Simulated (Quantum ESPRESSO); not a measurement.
## Ag2W3ZrSn2 (input and log of a self-consistent run)

Simulated, not a measurement. The program is pw.x of Quantum ESPRESSO 7.5 (plane-wave density functional theory). The cell is made up: eight metal atoms on a face-centred cubic lattice, with elements, volume, strain and displacements drawn at random and not relaxed, so it may be unstable or far from any real phase. PseudoDojo standard norm-conserving files set the functional (PBE unless stated); there is no spin polarisation or spin-orbit coupling, the Fermi-Dirac width of 0.25 eV means electrons at about 2900 K, and the masses in the input are unused placeholders. The tin pseudopotential is less sure than most, with forces differing by about three percent from a second method on plain tin. Heavy elements are run without spin-orbit coupling, which real alloys of them have. A spin test at this wide smearing found no moment, but such smearing suppresses magnetism that the real alloy may have.

Input:

```
&control calculation='scf', pseudo_dir='./dojo.nc.sr.pbe.v0_5.standard.upf', outdir='./o', disk_io='minimal', tprnfor=.true., tstress=.true. /
&system ibrav=0, nat=8, ntyp=4, nbnd=73, ecutwfc=82.02448710, nosym=.true., tot_charge=0,
 occupations='smearing', smearing='fd', degauss=0.0183746611
/
&electrons conv_thr=1.470e-08, electron_maxstep=70, mixing_beta=0.5 /
ATOMIC_SPECIES
Ag 1.0 Ag.upf
Sn 1.0 Sn.upf
W 1.0 W.upf
Zr 1.0 Zr.upf
CELL_PARAMETERS angstrom
0.0 4.3336 0.0
-4.3336 0.0 -4.3336
-4.3336 0.0 4.3336
ATOMIC_POSITIONS angstrom
Ag -0.1476 0.0051 0.1025
Ag -2.203 0.0234 2.1643
W -2.2469 -0.0736 -2.1218
Zr -4.3727 -0.0643 0.0012
Sn -2.1245 2.1651 0.0542
W -4.5048 2.218 2.2019
Sn -4.3508 2.1432 -2.316
W -6.5342 2.047 -0.081
K_POINTS automatic
5 4 4 1 1 1
```

The log is shortened where brackets say so; the opening notice, blank lines, dates and the lines on written files are dropped, and the path of the files is cut. It prints rydbergs, bohrs and kilobars, and counts compression as positive stress. Its total energy is the free energy E - TS of the whole cell.

```
     Program PWSCF v.7.5
     Parallel version (MPI & OpenMP), running on       4 processor cores
     Number of MPI processes:                 4
     Threads/MPI process:                     1
     [start-up lines left out]
     bravais-lattice index     =            0
     lattice parameter (alat)  =       8.1893  a.u.
     unit-cell volume          =    1098.4317 (a.u.)^3
     number of atoms/cell      =            8
     number of atomic types    =            4
     number of electrons       =       120.00
     number of Kohn-Sham states=           73
     kinetic-energy cutoff     =      82.0245  Ry
     charge density cutoff     =     328.0979  Ry
     scf convergence threshold =      1.5E-08
     mixing beta               =       0.5000
     number of iterations used =            8  plain     mixing
     Exchange-correlation= PBE
                           (   1   4   3   4   0   0   0)
     [axes and pseudopotential details left out]
   Cartesian axes
     site n.     atom                  positions (alat units)
         1        Ag     tau(   1) = (  -0.0340594   0.0011769   0.0236524  )
         2        Ag     tau(   2) = (  -0.5083533   0.0053997   0.4994231  )
         3        W      tau(   3) = (  -0.5184835  -0.0169836  -0.4896160  )
         4        Zr     tau(   4) = (  -1.0090225  -0.0148375   0.0002769  )
         5        Sn     tau(   5) = (  -0.4902391   0.4996077   0.0125069  )
         6        W      tau(   6) = (  -1.0395053   0.5118147   0.5080995  )
         7        Sn     tau(   7) = (  -1.0039690   0.4945542  -0.5344287  )
         8        W      tau(   8) = (  -1.5077995   0.4723555  -0.0186912  )
     number of k points=    40  Fermi-Dirac smearing, width (Ry)=  0.0184
                       cart. coord. in units 2pi/alat
        k(    1) = (  -0.1250000   0.1000000   0.0000000), wk =   0.0500000
        k(    2) = (  -0.2500000   0.1000000   0.1250000), wk =   0.0500000
     [further k points left out]
     Dense  grid:   110279 G-vectors     FFT dimensions: (  48,  72,  72)
     Estimated max dynamical RAM per process >     357.53 MB
     Estimated total dynamical RAM >       1.32 GB
     Initial potential from superposition of free atoms
     starting charge     119.9921, renormalised to     120.0000
     Starting wfcs are   78 randomized atomic wfcs
     total cpu time spent up to now is        9.1 secs
     per-process dynamical memory:   267.6 Mb
     Self-consistent Calculation
     iteration #  1     ecut=    82.02 Ry     beta= 0.50
     Davidson diagonalization with overlap
     ethr =  1.00E-02,  avg # of iterations =  2.8
     total cpu time spent up to now is       29.3 secs
     total energy              =   -1490.46082989 Ry
     estimated scf accuracy    <       1.63385890 Ry
     iteration #  2     ecut=    82.02 Ry     beta= 0.50
     Davidson diagonalization with overlap
     ethr =  1.36E-03,  avg # of iterations =  4.5
     total cpu time spent up to now is       53.4 secs
     total energy              =   -1490.62182749 Ry
     estimated scf accuracy    <       6.05290577 Ry
     iteration #  3     ecut=    82.02 Ry     beta= 0.50
     Davidson diagonalization with overlap
     ethr =  1.36E-03,  avg # of iterations =  2.8
     total cpu time spent up to now is       73.6 secs
     total energy              =   -1491.20085561 Ry
     estimated scf accuracy    <       1.58624330 Ry
     iteration #  4     ecut=    82.02 Ry     beta= 0.50
     Davidson diagonalization with overlap
     ethr =  1.32E-03,  avg # of iterations =  1.5
     total cpu time spent up to now is       90.9 secs
     total energy              =   -1491.33642557 Ry
     estimated scf accuracy    <       0.18235033 Ry
     iteration #  5     ecut=    82.02 Ry     beta= 0.50
     Davidson diagonalization with overlap
     ethr =  1.52E-04,  avg # of iterations =  4.6
     total cpu time spent up to now is      112.2 secs
     total energy              =   -1491.35484951 Ry
     estimated scf accuracy    <       0.01545985 Ry
     [iterations 6 to 11 left out]
     iteration # 12     ecut=    82.02 Ry     beta= 0.50
     Davidson diagonalization with overlap
     ethr =  9.44E-09,  avg # of iterations =  4.4
     total cpu time spent up to now is      259.0 secs
     total energy              =   -1491.36154793 Ry
     estimated scf accuracy    <       0.00000074 Ry
     iteration # 13     ecut=    82.02 Ry     beta= 0.50
     Davidson diagonalization with overlap
     ethr =  6.19E-10,  avg # of iterations =  4.3
     total cpu time spent up to now is      281.6 secs
     total energy              =   -1491.36154804 Ry
     estimated scf accuracy    <       0.00000119 Ry
     iteration # 14     ecut=    82.02 Ry     beta= 0.50
     Davidson diagonalization with overlap
     ethr =  6.19E-10,  avg # of iterations =  2.0
     total cpu time spent up to now is      299.6 secs
     total energy              =   -1491.36154815 Ry
     estimated scf accuracy    <       0.00000022 Ry
     iteration # 15     ecut=    82.02 Ry     beta= 0.50
     Davidson diagonalization with overlap
     ethr =  1.84E-10,  avg # of iterations =  1.9
     total cpu time spent up to now is      316.7 secs
     total energy              =   -1491.36154817 Ry
     estimated scf accuracy    <       0.00000003 Ry
     iteration # 16     ecut=    82.02 Ry     beta= 0.50
     Davidson diagonalization with overlap
     ethr =  2.49E-11,  avg # of iterations =  3.4
     total cpu time spent up to now is      336.1 secs
     End of self-consistent calculation
     [lines on levels left out]
!    total energy              =   -1491.36154817 Ry
     estimated scf accuracy    <          6.9E-09 Ry
     smearing contrib. (-TS)   =      -0.10871542 Ry
     internal energy E=F+TS    =   -1491.25283275 Ry
     The total energy is F=E-TS. E is the sum of the following terms:
     one-electron contribution =    -487.74510711 Ry
     hartree contribution      =     307.74197947 Ry
     xc contribution           =    -299.71509598 Ry
     ewald contribution        =   -1011.53460914 Ry
     convergence has been achieved in  16 iterations
     Forces acting on atoms (cartesian axes, Ry/au):
     atom    1 type  1   force =     0.03655618   -0.00304769   -0.03793069
     atom    2 type  1   force =    -0.03325713   -0.00858377    0.02700998
     atom    3 type  3   force =     0.07623130   -0.00030548   -0.05234606
     atom    4 type  4   force =    -0.02832886    0.00690367    0.01380475
     atom    5 type  2   force =    -0.04872778   -0.00642771   -0.02657820
     atom    6 type  3   force =    -0.03273052    0.00094483   -0.02175220
     atom    7 type  2   force =     0.03117887   -0.00093905    0.04606407
     atom    8 type  3   force =    -0.00092206    0.01145521    0.05172836
     Total force =     0.157658     Total SCF correction =     0.000273
     Computing stress (Cartesian axis) and pressure
          total   stress  (Ry/bohr**3)                   (kbar)     P=      -98.77
  -0.00057280   0.00004060   0.00009785          -84.26        5.97       14.39
   0.00004060  -0.00084745   0.00004823            5.97     -124.66        7.09
   0.00009785   0.00004823  -0.00059399           14.39        7.09      -87.38
     init_run     :      8.64s CPU      8.94s WALL (       1 calls)
     electrons    :    321.26s CPU    327.01s WALL (       1 calls)
     forces       :      2.67s CPU      2.70s WALL (       1 calls)
     stress       :      9.40s CPU      9.61s WALL (       1 calls)
     [timing details left out]
     PWSCF        :   5m42.14s CPU   5m48.50s WALL
     JOB DONE.
```

In other units: free energy -20291.008 eV for the cell, pressure -9.88 GPa, largest force component 1.960 eV/Å in size. The run took 350 s of wall time with four MPI processes on a shared machine (Intel Xeon, older, virtual cores), so the time is rough. A rerun of this cell at a higher cutoff and on a denser mesh moved values by no more than 0.008 eV in energy, 0.07 GPa in stress and 0.016 eV/Å in force, and a second program with other atomic files agreed on that cell to 2 % rms in force and 0.5 GPa in pressure.